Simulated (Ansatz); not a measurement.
Au (fcc type), DFT, r2SCAN, all-electron PAW with datasets made for the crystal, scalar-relativistic (Ansatz 0.2.0), on 1 thread of Arm Neoverse V1 (shared host).

Command: `ansatz run input.yaml --threads 1 --pin off --max-ram 2048MiB --backend cpu --events-out ev --progress --plain --runs-dir out`

```yaml
crystal:
  lattice:
    - [0.0, 2.0619909486, 2.0619909486]
    - [2.0619909486, 0.0, 2.0619909486]
    - [2.0619909486, 2.0619909486, 0.0]
  atoms:
    - { symbol: Au, position: [0.0, 0.0, 0.0] }
kpoints:
  mp_grid: { grid: [16, 16, 16] }
scf:
  occupations: { method: fermi_dirac, width: 0.05 }
hamiltonian:
  xc: r2scan
  pseudopotentials: { kind: all_electron, datasets: crystal }
output:
  forces: true
  stress: true
  eigenvalues: true
```

Question: How large is the problem that the program sets up?

Answer: 145 irreducible k-points, 169 plane waves at Γ, 14 bands.

Question: About how long does it take?

Answer: 15 s of wall time for 11 SCF iterations. Times on shared machines scatter by tens of per cent.
